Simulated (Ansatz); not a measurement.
**Fields on a plane of Cu (fcc, Cu type)**

```yaml
crystal:
  lattice:
    - [0.00000, 1.78169, 1.78169]
    - [1.78169, 0.00000, 1.78169]
    - [1.78169, 1.78169, 0.00000]
  atoms:
    - { symbol: Cu, position: [0.00000, 0.00000, 0.00000] }
```

The slice is a {110} plane (indices of the conventional cell) through the point (0.000, 0.000, 0.000) (fractional), spanned by u = [100] and v = [1 -1 -1] in vectors of this cell: u (2.52 Å) and v (3.56 Å, at 90° to u). It covers one period; positions are fractions (u, v).

Atoms on it: Cu at (0.00, 0.00).

These are PBEsol (plane waves to 420 eV, PAW, scalar-relativistic; Ansatz, a first-principles code) values and carry that method's errors. k mesh 22×22×22. Near the nuclei the fields are pseudised (PAW); where an atom keeps semicore shells as valence, they peak there. Cu is run without spin polarisation. Cu was relaxed with its symmetry unable to fall. The PAW data are Ansatz's earlier set.

```
v \ u  0.00  0.14  0.29  0.43  0.57  0.71  0.86
-----  ----  ----  ----  ----  ----  ----  ----
0.90      x     x     x   9.1   9.1     x     x
0.80      x     x   6.2  11.0  11.0   6.3     x
0.70    8.4   9.5  10.8  11.4  11.4  10.8   9.4
0.60   12.6  12.3  11.3  10.3  10.3  11.3  12.3
0.50   13.3  12.7  11.1   9.6   9.6  11.1  12.7
0.40   12.6  12.3  11.3  10.3  10.3  11.3  12.3
0.30    8.4   9.4  10.8  11.4  11.4  10.8   9.5
0.20      x     x   6.3  11.0  11.0   6.2     x
0.10      x     x     x   9.1   9.1     x     x
0.00      x     x     x   7.9   7.9     x     x
```

Values: electrostatic potential energy of an electron, from the cell's mean, in eV. Points within 1 Å of a nucleus are blanked (x), as the pseudised field means little there. The zero, the cell's mean, hangs on the PAW cores.

```
v \ u  0.00  0.14  0.29  0.43  0.57  0.71  0.86
-----  ----  ----  ----  ----  ----  ----  ----
0.90    1.3   0.9   0.0  -0.5  -0.5   0.0   0.9
0.80    0.2   0.0  -0.4  -0.6  -0.6  -0.4   0.0
0.70   -0.5  -0.5  -0.6  -0.6  -0.6  -0.6  -0.5
0.60   -0.8  -0.7  -0.6  -0.6  -0.6  -0.6  -0.7
0.50   -0.8  -0.8  -0.6  -0.6  -0.6  -0.6  -0.8
0.40   -0.8  -0.7  -0.6  -0.6  -0.6  -0.6  -0.7
0.30   -0.5  -0.5  -0.6  -0.6  -0.6  -0.6  -0.5
0.20    0.2   0.0  -0.4  -0.6  -0.6  -0.4   0.0
0.10    1.3   0.9   0.0  -0.5  -0.5   0.0   0.9
0.00    1.9   1.3   0.2  -0.5  -0.5   0.2   1.3
```

Values: log₁₀ of the valence density in e/Å³. The scale is logarithmic, as a density can span decades between atoms and voids.

The density on the Cu–Cu line (2.52 Å) at its midpoint is 0.28 e/Å³. The ELF at that point is 0.22.
